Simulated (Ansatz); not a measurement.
SiO2 (rutile), relaxed and computed with several functionals in Ansatz (plane waves, PAW). Much of their spread follows the volume that each gives.

| functional | V (Å³/atom) | B₀ by P(V) fit (GPa) |
|---|---|---|
| HSE06 | 7.75 | 297 |
| PBEsol | 7.85 | ? |
| r²SCAN | 7.79 | 296 |
| LDA | 7.66 | 302 |
| PBE | 8.05 | 251 |

Question: Fit a straight line to ln B₀ against ln V and predict the withheld value.

Answer: Least squares on the 4 shown rows: ln B₀ = -3.97 × ln V + (13.816), with a scatter of 2 %. For PBEsol this gives 280. The run itself gave 278, within the scatter.

Not the usual ambient phase: SiO2, rutile. All cells were relaxed under the symmetry of their starts (and spin orders); stability against distortions was not tested throughout.

Potentials: the later of the program's two PAW sets.

Ansatz (an electronic-structure program) is a plane-wave DFT program.
